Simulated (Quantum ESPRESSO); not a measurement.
# RuTi5PdIr: a guest atom moved from site to site

Computed values, not a measurement. The program is pw.x of Quantum ESPRESSO 7.5 (plane-wave density functional theory). The cell is made up: eight metal atoms on a face-centred cubic lattice, with elements, volume, strain and displacements drawn at random and not relaxed, so it may be unstable or far from any real phase. PseudoDojo standard norm-conserving files set the functional (PBE unless stated); there is no spin polarisation or spin-orbit coupling, the Fermi-Dirac width of 0.25 eV means electrons at about 2900 K, and the masses in the input are unused placeholders. Heavy elements are run without spin-orbit coupling, which real alloys of them have. A spin test at this wide smearing found no moment, but such smearing suppresses magnetism that the real alloy may have.

The runs move one Ru atom among sites that otherwise hold Ti. Cell, positions, cutoff, mesh and smearing stay as in the input of run 1; sites are counted in its order. Stress in the tables is positive in tension.

Input of run 1:

```
&control calculation='scf', pseudo_dir='./dojo.nc.sr.pbe.v0_5.standard.upf', outdir='./o', disk_io='minimal', tprnfor=.true., tstress=.true. /
&system ibrav=0, nat=8, ntyp=4, nbnd=74, ecutwfc=84.00895049, nosym=.true., tot_charge=0,
 occupations='smearing', smearing='fd', degauss=0.0183746611
/
&electrons conv_thr=1.470e-08, electron_maxstep=70, mixing_beta=0.5 /
ATOMIC_SPECIES
Ir 1.0 Ir.upf
Pd 1.0 Pd.upf
Ru 1.0 Ru.upf
Ti 1.0 Ti.upf
CELL_PARAMETERS angstrom
0.0475 -2.0362 -2.0085
-6.0865 -1.9653 0.0712
-1.9664 3.9571 -5.8627
ATOMIC_POSITIONS angstrom
Ru -0.0381 0.0478 0.0961
Ti -1.9475 1.9517 -4.0562
Ti -2.0462 0.0331 -1.8903
Pd -4.0548 2.0158 -5.8421
Ti -4.0192 0.0442 -3.6841
Ti -3.9846 -2.1335 -1.8568
Ir -5.8963 -0.013 -5.7609
Ti -6.0749 -2.2038 -3.9777
K_POINTS automatic
8 4 3 1 1 1
```

| run | elements on sites 1 to 8 | free energy less that of run 1 (eV) | -TS (eV) | pressure (GPa) | stress xx (GPa) | stress yy (GPa) | stress zz (GPa) | stress yz (GPa) | stress xz (GPa) | stress xy (GPa) | iterations |
| --- | --- | --- | --- | --- | --- | --- | --- | --- | --- | --- | --- |
| 1 | Ru Ti Ti Pd Ti Ti Ir Ti | 0.000 | -2.095 | -1.88 | 0.33 | 2.89 | 2.41 | -3.30 | -1.06 | -2.82 | 26 |
| 2 | Ti Ru Ti Pd Ti Ti Ir Ti | 0.249 | -2.117 | -1.84 | 0.36 | 2.81 | 2.34 | -2.73 | 0.14 | -2.64 | 24 |
| 3 | Ti Ti Ru Pd Ti Ti Ir Ti | -0.601 | -2.205 | -2.34 | 6.18 | -0.18 | 1.01 | -0.54 | 0.65 | -2.18 | 26 |
| 4 | Ti Ti Ti Pd Ru Ti Ir Ti | -0.170 | -2.103 | -2.14 | 2.95 | 1.10 | 2.37 | -0.87 | -2.19 | -1.11 | 29 |
| 5 | Ti Ti Ti Pd Ti Ru Ir Ti | 0.165 | -2.258 | -1.70 | 2.88 | 1.04 | 1.18 | -0.73 | -3.30 | -0.90 | 27 |
| 6 | Ti Ti Ti Pd Ti Ti Ir Ru | -0.283 | -2.256 | -2.06 | 4.98 | 0.36 | 0.83 | -0.74 | -0.80 | -2.43 | 25 |

Forces Fx Fy Fz (eV/Å):

```
site              run 1              run 2             run 3             run 4              run 5              run 6
   1    0.32 0.56 -0.54    0.33 -0.92 1.06   -0.45 0.00 0.13   0.38 -0.17 0.37     1.10 0.24 0.16     0.47 0.11 0.14
   2    0.14 0.67 -0.54    0.68 -0.41 0.88    0.21 0.02 0.02  -0.18 -0.28 0.19     0.37 0.03 0.01    1.08 -0.14 0.47
   3    0.51 -0.17 0.25    0.03 0.29 -0.48  -0.11 0.63 -0.68  -0.53 0.22 -0.88   -0.62 -0.27 0.10    0.73 0.75 -0.41
   4    0.66 -0.17 0.12   0.62 -0.02 -0.12   0.91 -0.42 0.39   0.79 -0.09 0.05    0.97 -0.28 0.26    0.89 -0.22 0.13
   5  -0.44 -0.07 -1.18   -0.07 0.77 -1.57   0.44 0.03 -0.63   0.00 -0.18 0.05  -0.64 -0.11 -1.01  -1.47 -0.17 -0.72
   6   -0.78 -0.46 0.18  -0.32 -0.01 -0.17   0.51 0.33 -0.41  -0.39 0.16 -0.15   -0.95 0.86 -1.12   -0.71 0.23 -0.26
   7   -0.78 -0.77 0.87   -1.16 -0.58 0.48  -1.18 -0.56 0.61  -1.11 -0.48 0.44   -0.87 -0.76 0.95   -1.16 -0.03 0.03
   8     0.38 0.40 0.84   -0.10 0.89 -0.09  -0.34 -0.02 0.56   1.03 0.82 -0.06     0.64 0.29 0.64    0.16 -0.52 0.62
```

The sites are displaced and not relaxed, so the energy differences mix bonding between neighbours with strain and are not ordering energies. A rerun of one cell of this series at a higher cutoff and on a denser mesh moved values by no more than 0.002 eV in energy, 0.03 GPa in stress and 0.007 eV/Å in force, and a second program with other atomic files agreed on that cell to 2 % rms in force and 0.5 GPa in pressure.